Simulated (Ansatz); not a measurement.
Sr3Ru2O7 (space group I4/mmm)

```xyz
12
Lattice="-1.9218 1.9218 10.3315 1.9218 -1.9218 10.3315 1.9218 1.9218 -10.3315" Properties=species:S:1:pos:R:3 pbc="T T T"
Sr     0.0000     0.0000    10.3315
Sr     0.0000     0.0000    14.1806
Sr     0.0000     0.0000     6.4823
Ru     0.0000     0.0000     2.0434
Ru     0.0000     0.0000    18.6196
O      0.0000     1.9218     8.3088
O      1.9218     0.0000     2.0227
O      1.9218     0.0000     8.3088
O      0.0000     1.9218     2.0227
O      0.0000     0.0000    16.5938
O      0.0000     0.0000     4.0691
O      0.0000     0.0000     0.0000
```

The slice is a (001) plane (indices of the conventional cell) through the point (0.500, 0.500, 0.000) (fractional), spanned by u = [101] and v = [011] in vectors of this cell: u (3.84 Å) and v (3.84 Å, at 90° to u). It covers one period; positions are fractions (u, v).

Level of theory: PBEsol (plane waves to 420 eV, PAW, scalar-relativistic; Ansatz, a program for electronic structure). k mesh 14×14×14. Near the nuclei the fields are pseudised (PAW); where an atom keeps semicore shells as valence, they peak there. Sr3Ru2O7 is run without spin polarisation and with no Hubbard U. Sr3Ru2O7 was relaxed with its symmetry unable to fall.

Problem. Sketch the electrostatic potential energy of an electron, from the cell's mean on this plane as a map.

Solution. 
```
|xxxxxxxxxx    ==**##%%%%**==    xxxxxxxx|
|xxxxxxxx    ..++##%%%%%%##++      xxxxxx|
|xxxxxx      --**%%@@@@@@%%**--      xxxx|
|xxxx      ..++##@@@@@@@@@@##++..      xx|
|        ..++##%%@@@@@@@@@@%%##++..      |
|    ..--++##%%%%%%xxxxxx%%%%%%##++--    |
|--==++**##%%%%##xxxxxxxxxx##%%%%##**++==|
|****##%%@@@@%%xxxxxxxxxxxxxx%%@@@@%%##**|
|####%%@@@@@@xxxxxxxxxxxxxxxxxx@@@@@@%%%%|
|%%%%%%@@@@@@xxxxxxxxxxxxxxxxxx@@@@@@%%%%|
|##%%%%@@@@@@xxxxxxxxxxxxxxxxxx@@@@@@%%##|
|****##%%@@@@%%xxxxxxxxxxxxxx%%@@@@%%##**|
|--==++**##%%%%##xxxxxxxxxx##%%%%##**++==|
|      --++##%%%%%%xxxxxx%%%%%%##++--..  |
|        ..++##%%@@@@@@@@@@%%##++..      |
|xxxx      ..++##@@@@@@@@@@##++..      xx|
|xxxxxx      --**%%@@@@@@%%**--      xxxx|
|xxxxxxxx      ++##%%%%%%##++..    xxxxxx|
|xxxxxxxxxx    ==**%%%%##**==    xxxxxxxx|
|xxxxxxxxxx    --**##%%##**--    xxxxxxxx|
```
Scale: ten equal steps from 3.00 (start of ' ') to 11.91 (end of '@'), in the order ' .:-=+*#%@'. Values: electrostatic potential energy of an electron, from the cell's mean, in eV. The map has 20 points along u (two characters each, u = 0 at the left) and 20 along v (v = 0 in the bottom row). Points within 0.8 Å of a nucleus are blanked (x), as the pseudised field means little there. Values under 3 eV are set to 3. The zero, the cell's mean, hangs on the PAW cores.
